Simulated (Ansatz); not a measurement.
An Ansatz (a quantum-chemistry and plane-wave program) run. Input:

Ansatz 0.2 input:
```yaml
crystal:
  lattice:
    - [2.8441406588, -6.1473537577, 0.0]
    - [2.8441406588, 6.1473537577, 0.0]
    - [0.0, 0.0, 5.5890163544]
  atoms:
    - { symbol: Sr, position: [0.8901705228, 0.1098294772, 0.75] }
    - { symbol: Sr, position: [0.1098294772, 0.8901705228, 0.25] }
    - { symbol: Bi, position: [0.4164998047, 0.5835001953, 0.25] }
    - { symbol: Bi, position: [0.5835001953, 0.4164998047, 0.75] }
    - { symbol: Cl, position: [0.755549821, 0.244450179, 0.25] }
    - { symbol: Cl, position: [0.244450179, 0.755549821, 0.75] }
    - { symbol: O, position: [0.7356638535, 0.7356638535, 0.0] }
    - { symbol: O, position: [0.2643361465, 0.2643361465, 0.0] }
    - { symbol: O, position: [0.2643361465, 0.2643361465, 0.5] }
    - { symbol: O, position: [0.7356638535, 0.7356638535, 0.5] }
kpoints:
  mp_grid: { grid: [5, 5, 4] }
  band_path:
    path:
      - [[0.0, 0.0, 0.0], [-0.5, 0.5, 0.0], [-0.3035137935, 0.6964862065, 0.0]]  # Γ-Y-C_0
      - [[0.3035137935, 0.3035137935, 0.0], [0.0, 0.0, 0.0], [0.0, 0.0, 0.5], [0.3035137935, 0.3035137935, 0.5]]  # Σ_0-Γ-Z-A_0
      - [[-0.3035137935, 0.6964862065, 0.5], [-0.5, 0.5, 0.5], [-0.5, 0.5, 0.0]]  # E_0-T-Y
      - [[0.0, 0.0, 0.0], [0.0, 0.5, 0.0], [0.0, 0.5, 0.5], [0.0, 0.0, 0.5], [-0.5, 0.5, 0.5]]  # Γ-S-R-Z-T
      - [VBM, CBM]
    npoints: 6
basis: { xc_grid: 2 }
hamiltonian:
  xc: pbesol
  pseudopotentials: { kind: paw }
magnetization: { noncollinear: true, spin_orbit: true }
scf:
  n_extra_bands: 20
  convergence: { dr2_threshold: 0.0000000001 }
  occupations: { method: gaussian, width: 0.01 }
checkpoint: { write: soc.run }
output: { eigenvalues: true }
```

Output (shortened):

```
Pseudopotential: Sr, paw_fr, valence charge 10
Pseudopotential: Bi, paw_fr, valence charge 15
Pseudopotential: Cl, paw_fr, valence charge 7
Pseudopotential: O, paw_fr, valence charge 6
Functional definition: PBEsol
non-collinear run that drives no moment, with spin-orbit …
Crystal: 10 atoms, lattice volume = 195.436 Å³
Basis set: ecut = 420 eV, 3835 PW (Γ), exchange–correlation on 96×96×80 points (8 copies of the dense FFT grid, shifted against one another)
Bands: 108, of which v1, the nominal top of the filled ones, is band 88 counted from 1 (87 counted from 0)
Symmetry: 8 space group operations + 8 with time reversal
k-points: 27 of 100
Projection manifold: j_resolved (fully-relativistic pseudo-atomic orbitals)
SCF iter   1: F=—  HF=-35929.961971 eV  |F-HF|=—  |Δ(HF+E_count)|=         —  Δρ=5.23e-2  dr2=1.05e1  dr2_m=0.00e0 (ungated)  ethr=3.10e-3  |M|=0.00e0 ∫|m|=0.00e0 μB  |m|>n=0.0e0 m-floor=0.0e0 τ_xc=0.0e0  β_m=0.30  ⟨swp⟩=8.9  Hψ=8682  notcnv=0  defer=80
preconditioner: auto → Resta (q_TF=auto, 2.389 Å⁻¹)
spin=Noncollinear: Resta preconditioning applied to the charge; magnetization (m_x, m_y, m_z) channels mix plain (no charge-response kernel on spin).
SCF iter   2: F=—  HF=-35927.791195 eV  |F-HF|=—  |Δ(HF+E_count)|=    2.17e0  Δρ=3.44e-2  dr2=4.59e0  dr2_m=0.00e0 (ungated)  ethr=3.10e-3  |M|=0.00e0 ∫|m|=0.00e0 μB  |m|>n=0.0e0 m-floor=0.0e0 τ_xc=0.0e0  β_m=0.58  ⟨swp⟩=3.6  Hψ=2655  notcnv=0  defer=396
SCF iter   3: F=—  HF=-35926.094633 eV  |F-HF|=—  |Δ(HF+E_count)|=    1.70e0  Δρ=8.43e-3  dr2=1.76e-1  dr2_m=0.00e0 (ungated)  ethr=3.10e-3  |M|=0.00e0 ∫|m|=0.00e0 μB  |m|>n=0.0e0 m-floor=0.0e0 τ_xc=0.0e0  β_m=0.70  ⟨swp⟩=3.6  Hψ=2682  notcnv=0  defer=400
SCF iter   4: F=—  HF=-35926.070783 eV  |F-HF|=—  |Δ(HF+E_count)|=   2.38e-2  Δρ=5.00e-3  dr2=4.57e-2  dr2_m=0.00e0 (ungated)  ethr=2.00e-4  |M|=0.00e0 ∫|m|=0.00e0 μB  |m|>n=0.0e0 m-floor=0.0e0 τ_xc=0.0e0  β_m=0.69  ⟨swp⟩=3.3  Hψ=2591  notcnv=0  defer=394
SCF iter   5: F=—  HF=-35926.066671 eV  |F-HF|=—  |Δ(HF+E_count)|=   4.11e-3  Δρ=2.41e-3  dr2=1.08e-2  dr2_m=0.00e0 (ungated)  ethr=5.19e-5  |M|=0.00e0 ∫|m|=0.00e0 μB  |m|>n=0.0e0 m-floor=0.0e0 τ_xc=0.0e0  β_m=0.64  ⟨swp⟩=3.1  Hψ=2400  notcnv=0  defer=394
SCF iter   6: F=—  HF=-35926.065498 eV  |F-HF|=—  |Δ(HF+E_count)|=   1.17e-3  Δρ=3.98e-4  dr2=3.10e-4  dr2_m=0.00e0 (ungated)  ethr=1.23e-5  |M|=0.00e0 ∫|m|=0.00e0 μB  |m|>n=0.0e0 m-floor=0.0e0 τ_xc=0.0e0  β_m=0.79  ⟨swp⟩=2.1  Hψ=1830  notcnv=0  defer=394
SCF iter   7: F=—  HF=-35926.065799 eV  |F-HF|=—  |Δ(HF+E_count)|=   3.01e-4  Δρ=1.13e-4  dr2=2.62e-5  dr2_m=0.00e0 (ungated)  ethr=3.52e-7  |M|=0.00e0 ∫|m|=0.00e0 μB  |m|>n=0.0e0 m-floor=0.0e0 τ_xc=0.0e0  β_m=0.89  ⟨swp⟩=2.3  Hψ=2054  notcnv=0  defer=394
SCF iter   8: F=—  HF=-35926.065845 eV  |F-HF|=—  |Δ(HF+E_count)|=   4.65e-5  Δρ=1.68e-5  dr2=6.28e-7  dr2_m=0.00e0 (ungated)  ethr=2.98e-8  |M|=0.00e0 ∫|m|=0.00e0 μB  |m|>n=0.0e0 m-floor=0.0e0 τ_xc=0.0e0  β_m=0.94  ⟨swp⟩=2.5  Hψ=2203  notcnv=0  defer=394
SCF iter  12: F=-35926.065793 eV  HF=-35926.065793 eV  |F-HF|=7.28e-12  |Δ(HF+E_count)|=  6.55e-11  Δρ=9.21e-8  dr2=1.42e-11  dr2_m=0.00e0 (ungated)  ethr=1.00e-12  |M|=0.00e0 ∫|m|=0.00e0 μB  |m|>n=0.0e0 m-floor=0.0e0 τ_xc=0.0e0  ⟨swp⟩=14.2  Hψ=6384  notcnv=0
SCF 1 converged in 12 iterations: F = -35926.065793 eV  dr2 = 1.42e-11
NSCF: frozen V_eff on 52 k-points
NSCF: frozen V_eff on 52 k-points
NSCF: frozen V_eff on 52 k-points
NSCF: frozen V_eff on 52 k-points
NSCF: frozen V_eff on 24 k-points
NSCF: frozen V_eff on 14 k-points
NSCF: frozen V_eff on 23 k-points
NSCF: frozen V_eff on 14 k-points
NSCF: frozen V_eff on 15 k-points
NSCF: frozen V_eff on 13 k-points
NSCF: frozen V_eff on 3 k-points
NSCF: frozen V_eff on 77 k-points
SCF converged after 12 iterations
Magnetization: |M| = 0.0000 μB,  M = (+0.0000, +0.0000, +0.0000) μB
Absolute magnetization: 0.0000 μB (∫|m|)
  site 0: m = (+0.0000, +0.0000, +0.0000) μB, |m| = 0.0000 μB  (R = 1.01 Å)
  site 1: m = (+0.0000, +0.0000, +0.0000) μB, |m| = 0.0000 μB  (R = 1.01 Å)
  site 2: m = (+0.0000, +0.0000, +0.0000) μB, |m| = 0.0000 μB  (R = 0.90 Å)
  site 3: m = (+0.0000, +0.0000, +0.0000) μB, |m| = 0.0000 μB  (R = 0.90 Å)
  site 4: m = (+0.0000, +0.0000, +0.0000) μB, |m| = 0.0000 μB  (R = 1.34 Å)
  site 5: m = (+0.0000, +0.0000, +0.0000) μB, |m| = 0.0000 μB  (R = 1.34 Å)
  site 6: m = (+0.0000, +0.0000, +0.0000) μB, |m| = 0.0000 μB  (R = 0.90 Å)
  site 7: m = (+0.0000, +0.0000, +0.0000) μB, |m| = 0.0000 μB  (R = 0.90 Å)
  site 8: m = (+0.0000, +0.0000, +0.0000) μB, |m| = 0.0000 μB  (R = 0.90 Å)
  site 9: m = (+0.0000, +0.0000, +0.0000) μB, |m| = 0.0000 μB  (R = 0.90 Å)
Free energy (F): -35926.065793 eV
Harris-Foulkes:  -35926.065793 eV  (|F-HF|=7.28e-12)
Internal energy: -35926.065793 eV  (E = F + TS)
E sigma→0 (E₀):  -35926.065793 eV
Fermi energy:    8.500685 eV
--- Per-component energies (eV) ---
  E_band       = -410.846246
  E_kinetic    = 2120.489645
  E_local      = -6996.067115  (includes V_loc(G=0)·N_el)
  E_nonlocal   = 1792.664752
  E_hartree    = 2352.574390
  E_xc         = -1150.412573
  E_vxc        = -1231.856225  (∫ρ·V_xc dr)
  E_paw        = -28287.975499  (= ΣΔE_a)
  E_vpaw       = -801.234997  (= ΣTr[D̂ρ^β])
  E_aug_tail   = 0.008883  (compensation charges beyond the density's cutoff)
  E_ewald      = -5758.120667
  E_core_change = 0.772389  (= ΣΔE_core)
  E_smearing   =  0.000000  (= −TS)
  E_closure    =  0.000000  (closes the sum)
  Σ components = -35926.065793   (vs F -35926.065793, Δ=0.00e0)
  [band-id]    e_kinetic+e_local+e_nonlocal+2·e_hartree+e_vxc+e_vpaw+e_augmentation_tail = -410.846276   (vs E_band -410.846246, Δ=-2.95e-5)
--- Band table (eV; the first three rows and the last of 27) ---
  k-point 0: bands = ["-25.5602", "-25.5602", "-25.5320", "-25.5320", "-16.0952", "-16.0952", "-16.0803", "-16.0803", "-16.0230", "-16.0230", "-16.0226", "-16.0226", "-13.3109", "-13.3109", "-13.2650", "-13.2650", "-13.1423", "-13.1423", "-13.0513", …
  k-point 1: bands = ["-25.5560", "-25.5560", "-25.5361", "-25.5361", "-16.0898", "-16.0898", "-16.0677", "-16.0677", "-16.0424", "-16.0424", "-16.0230", "-16.0230", "-13.3084", "-13.3084", "-13.2448", "-13.2448", "-13.1615", "-13.1615", "-13.0626", …
  k-point 2: bands = ["-25.5459", "-25.5459", "-25.5459", "-25.5459", "-16.0701", "-16.0701", "-16.0701", "-16.0701", "-16.0422", "-16.0422", "-16.0422", "-16.0422", "-13.2746", "-13.2746", "-13.2746", "-13.2746", "-13.1229", "-13.1229", "-13.1229", …
  k-point 26: bands = ["-25.5459", "-25.5459", "-25.5459", "-25.5459", "-16.0700", "-16.0700", "-16.0700", "-16.0700", "-16.0422", "-16.0422", "-16.0422", "-16.0422", "-13.2740", "-13.2740", "-13.2740", "-13.2740", "-13.1235", "-13.1235", "-13.1235", …
```

Cost: very roughly 15 core-minutes on shared cores.

Space group Cmcm. The workflow started from a Materials Project entry (that database holds measured and hypothetical structures alike); the Crystallography Open Database copy checked does not list it. Its standing as an ambient phase is unchecked. The PBEsol relaxation kept the symmetry of its start; its stability against distortions is not shown here.

Potentials: the later of the program's two PAW sets.

Ansatz is a plane-wave DFT program.
